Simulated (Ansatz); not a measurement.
Ba:
```
CELL_PARAMETERS angstrom
      0.00000     3.83750     3.83750
      3.83750     0.00000     3.83750
      3.83750     3.83750     0.00000
ATOMIC_POSITIONS crystal
  Ba 0.00000 0.00000 0.00000
  Ba 0.25000 0.25000 0.25000
```

Relaxed with PBE. Special points in fractions of this cell's reciprocal vectors: Γ (0.000, 0.000, 0.000); X (0.500, 0.000, 0.500); U (0.625, 0.250, 0.625); K (0.375, 0.375, 0.750); L (0.500, 0.500, 0.500); W (0.500, 0.250, 0.750).

Problem. List the band energies nearest the Fermi level at these points for DFT-PBE with spin–orbit coupling in the program Ansatz with PAW potentials.

Solution. In eV from the Fermi level; about four levels below and three above (degenerate sets whole), none deeper than 8.9 eV; points with the same levels are listed once.

```json
[
 {"k": "Γ", "below": "-2.13 -2.13", "above": "0.15 0.15 0.15 0.15"},
 {"k": "X", "below": "-0.74 -0.74 -0.74 -0.74", "above": "0.92 0.92 0.92 0.92"},
 {"k": "U", "below": "-0.89 -0.89 -0.49 -0.49", "above": "0.38 0.38 1.12 1.12"},
 {"k": "L", "below": "-0.29 -0.29 -0.27 -0.27", "above": "0.20 0.20 0.21 0.21"},
 {"k": "W", "below": "-0.81 -0.81 -0.76 -0.76", "above": "0.96 0.96 0.99 0.99"}
]
```

Space group Fd-3m (diamond). The start of the workflow was typed in or built on a structure type; neither database checked (COD, Materials Project) lists it. It is not the phase usual at ambient conditions (space group No. 229). Symmetry was held in the PBE relaxation; whether a distortion lowers the energy is not shown. The volume moved by -44 % from the start of the relaxation.

Potentials: the later of the program's two PAW sets.
